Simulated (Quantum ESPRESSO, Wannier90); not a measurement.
**Wannier functions of TlCl (CsCl type)**

```
begin unit_cell_cart
ang
    3.8374700000    0.0000000000    0.0000000000
    0.0000000000    3.8374700000    0.0000000000
    0.0000000000    0.0000000000    3.8374700000
end unit_cell_cart
begin atoms_frac
Tl   0.0000000000  0.0000000000  0.0000000000
Cl   0.5000000000  0.5000000000  0.5000000000
end atoms_frac
```

Materials Project entry mp-23167; symmetrised, unrelaxed at this level. COD (Crystallography Open Database) has an entry of this formula and space group (matched by these alone). Method: LDA plane waves in Quantum ESPRESSO 7.5 (PseudoDojo norm-conserving files, 50 Ry, no spin polarisation, no spin-orbit coupling), Bloch states on a 8×8×8 mesh through Γ, Wannier90 4.0.1. Density: 8×8×8 mesh, cold smearing 0.01 Ry. Spin-orbit coupling is left out although heavy elements are present.

Bands 1,7-10 form an isolated set from -13.66 to 0.00 eV relative to the valence-band maximum (on the path) and are turned into 5 Wannier functions by minimising the spread from the start: s functions at random places. Bands 2–6 (Tl 5d 99 %) lie between the kept ones and are excluded.

Centres (Cartesian, Å; one of the equivalent choices) and spreads:

```tsv
n	x	y	z	spread (Å²)	nearest atom
1	1.660	-1.724	-1.626	1.484	Cl2
2	-1.687	-1.618	1.710	1.492	Cl2
3	0.000	0.000	0.000	2.264	Tl1
4	1.675	1.701	1.632	1.488	Cl2
5	-1.649	1.642	2.122	1.483	Cl2
```

Ω_I = 7.35 Å², Ω_total = 8.21 Å²; the interpolated bands follow pw.x to 1.2 meV rms on the path. It is the lowest total spread that any start reached here.
